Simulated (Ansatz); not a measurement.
Notes on SiI3Br

```xyz
10
Lattice="3.9860 6.9039 0.0000 -3.9860 6.9039 0.0000 0.0000 0.0000 6.6472" Properties=species:S:1:pos:R:3 pbc="T T T"
Si   -0.0004    4.6028    1.6618
Si   -0.0004    9.2049    4.9854
I    -1.9651    5.7371    4.9854
I    -1.9651    8.0706    1.6618
I     0.0000    2.3335    4.9854
I     1.9651    8.0706    1.6618
I     1.9651    5.7371    4.9854
I     0.0000   11.4743    1.6618
Br    0.0000    0.0000    0.0000
Br    0.0000    0.0000    3.3236
```

The numbers come from plane-wave PAW DFT (Ansatz): PBE, no spin polarisation, 420 eV, 5×5×5 Γ-centred k points, fermi-dirac occupations (width 0.1 eV). Nothing was relaxed.

- Stress: The pressure is 2.9 GPa (compression positive), so with the atoms held at these fractions the cell would first expand; the forces are large, so a full relaxation may end otherwise. The principal stresses 2.2, 3.3, 3.3 GPa differ, so its shape would change too.
- Charges: Bader charges in e: Si +0.47, I -0.12, Br -0.10. In the mean Si gives up most and I takes most.
- Formation energy: 1.04 eV an atom against the elements' usual phases (free molecules for gases, crystals otherwise, with no correction for O₂ or N₂), so at this geometry it isn't bound against them. Relaxing would lower it.
- Electronic structure: It is a metal, with about 9.7 states/eV a cell as the mean within 0.25 eV of the Fermi level, mostly I p (45 %), Si p (33 %) and Br p (20 %).

Origin: a known structure type with other elements, at an estimated volume, so it need not be a known compound. Caveats: many states at the Fermi level without spin polarisation, so a magnetic state may lie lower; atoms or cell far from equilibrium.
